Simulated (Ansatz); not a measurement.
Level of theory: DFT PBE, scalar-relativistic, plane waves, PAW in Ansatz 0.2.0. Settings: cutoff 420 eV, Γ-centred meshes spaced at most about 0.3 Å⁻¹, and about 0.25 Å⁻¹ or finer for metals (2π included), Gaussian smearing. No spin polarisation in the final relaxations.

All energies are static (0 K, no zero-point motion).

Two relaxed structures of Bi₄O:

A. Space group Im-3m (No. 229), cubic, a = 6.525 Å. Bi is surrounded by 2 O at 2.83 Å and 6 Bi at 3.26 Å; O is surrounded by 8 Bi at 2.83 Å.

B. Space group Pm-3m (No. 221), cubic, a = 5.079 Å. Bi on a site of symmetry 4/mmm is surrounded by 2 O at 2.54 Å and 12 Bi at 3.59 Å; Bi on a site of symmetry m-3m has 12 Bi at 3.59 Å; O is surrounded by 6 Bi at 2.54 Å.

Problem. Which is lower in energy, and by how much?

Solution. B is lower, by 132 meV/atom. A has space group Im-3m (No. 229), 27.8 Å³/atom and no gap on its mesh; B has space group Pm-3m (No. 221), 26.2 Å³/atom and no gap. Counting Bi atoms around O (those within 1.25 times the shortest such distance or 1.15 times the sum of covalent radii, 1.27 where that leaves under three; the shortest distance is added where it exceeds 1.18 times the sum of covalent radii), A has O 8 from 2.8 Å and B has O 6 from 2.5 Å. The denser one is the lower, and pressure would at first widen the difference. Both come from invented guesses.

Spin–orbit coupling, which can matter for Bi, is left out. Cells relaxed within their symmetry can be saddle points.
